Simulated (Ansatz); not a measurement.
Here is an unrelaxed guess for Rb2ScCdC6N6.

```xyz
16
Lattice="0.0000 5.2895 5.2895 5.2895 0.0000 5.2895 5.2895 5.2895 0.0000" Properties=species:S:1:pos:R:3 pbc="T T T"
Rb    2.6448    2.6448    2.6448
Rb    7.9343    7.9343    7.9343
Sc    0.0000    0.0000    0.0000
Cd    5.2895    5.2895    5.2895
C     2.0220    5.2895    5.2895
C     5.2895    2.0220    5.2895
C     5.2895    5.2895    2.0220
C     8.5570    5.2895    5.2895
C     5.2895    8.5570    5.2895
C     5.2895    5.2895    8.5570
N     3.1920    5.2895    5.2895
N     5.2895    3.1920    5.2895
N     5.2895    5.2895    3.1920
N     7.3870    5.2895    5.2895
N     5.2895    7.3870    5.2895
N     5.2895    5.2895    7.3870
```

All numbers below come from DFT PBE, scalar-relativistic, plane waves, PAW in Ansatz. Settings: cutoff 420 eV, Γ-centred mesh 4×4×4 on the computed 16-atom cell, Gaussian smearing of 0.10 eV; no spin polarisation.

Formation energies are uncorrected and refer to the elements' standard structures at the same level (N₂ as a molecule).

**Question.** What does a single point on this coarse mesh give?

**Answer.** The pressure is 17.0 GPa (it wants to expand), the largest force is 2.87 eV/Å, and the energy is +0.29 eV/atom against the elements. The shortest distance is 1.17 Å.

**Question.** How much does it gain on relaxing, and where does it end?

**Answer.** Relaxing gains about 0.29 eV/atom (the start's value is from the coarse mesh, so the gain is rough) in 11 ionic steps and ends at 0.00 eV/atom on the finer mesh. The symmetry stays Fm-3m (No. 225). The volume per atom grows by 33.3 %, from 18.5 to 24.7 Å³. The shortest distance stays 1.17 Å (C–N). Conventional cell: a = 11.644 Å. Around Rb lie 12 N at 4.16 Å and 12 C at 4.16 Å (long against covalent radii, as for large ions); around Sc lie 6 C at 2.32 Å; around Cd lie 6 N at 2.33 Å; C is surrounded by 1 N at 1.17 Å, 1 Sc at 2.32 Å, 4 C at 3.28 Å, 1 Cd at 3.50 Å and 4 Rb at 4.16 Å; N is surrounded by 1 C at 1.17 Å, 1 Cd at 2.33 Å, 4 N at 3.29 Å, 1 Sc at 3.49 Å and 4 Rb at 4.16 Å.

The last run used collinear spin, a 6×6×6 mesh for its 16-atom cell and Gaussian smearing of 0.10 eV. The k mesh leaves some 4 meV/atom of noise in the energy of each metallic cell. The reference form of C is held partly by dispersion forces, which this level lacks. Another magnetic order may lie lower. The relaxation can't lower the symmetry of the start. Symmetry constrained the relaxation, so the result can be a saddle point.
